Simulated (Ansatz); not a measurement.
AlGaAs₂:
```xyz
8
Lattice="4.0123 0.0000 0.0000 0.0000 4.0123 0.0000 0.0000 0.0000 11.3317" Properties=species:S:1:pos:R:3 pbc="T T T"
Ga     2.0062     0.0000     9.9184
As     0.0000     0.0000     0.0000
Ga     0.0000     2.0062     1.4132
As     2.0062     2.0062     2.8331
Al     2.0062     0.0000     4.2466
As     0.0000     0.0000     5.6658
Al     0.0000     2.0062     7.0850
As     2.0062     2.0062     8.4986
```

Relaxed with r²SCAN. Special points in fractions of this cell's reciprocal vectors: Γ (0.000, 0.000, 0.000); X (0.000, 0.500, 0.000); M (0.500, 0.500, 0.000); Z (0.000, 0.000, 0.500); R (0.000, 0.500, 0.500); A (0.500, 0.500, 0.500).

**Question.** List the band energies nearest the valence-band maximum at these points for DFT-r²SCAN with spin–orbit coupling in the program Ansatz with PAW potentials.

**Answer.** In eV from the valence-band maximum; about four levels below and three above (degenerate sets whole), none deeper than 8.9 eV; points with the same levels are listed once.

```
k                    below                above
-  -----------------------  -------------------
Γ    -0.01 -0.01 0.00 0.00  1.53 1.53 1.70 1.70
X  -1.01 -1.01 -1.01 -1.01  1.80 1.80 1.83 1.83
M  -2.54 -2.54 -2.54 -2.54  1.65 1.65 1.69 1.69
Z  -0.63 -0.63 -0.48 -0.48  1.71 1.71 2.04 2.04
R  -1.11 -1.11 -1.09 -1.09  2.48 2.48 2.55 2.55
A  -2.92 -2.92 -2.90 -2.90  2.51 2.51 2.74 2.74
```

Space group P-4m2. The start of the workflow was typed in or built on a structure type; neither database checked (COD, Materials Project) lists it. Whether it is the stable phase at ambient conditions was not checked. Symmetry was held in the r²SCAN relaxation; its stability against distortions is not shown here.

Potentials: the earlier of the program's two PAW sets.
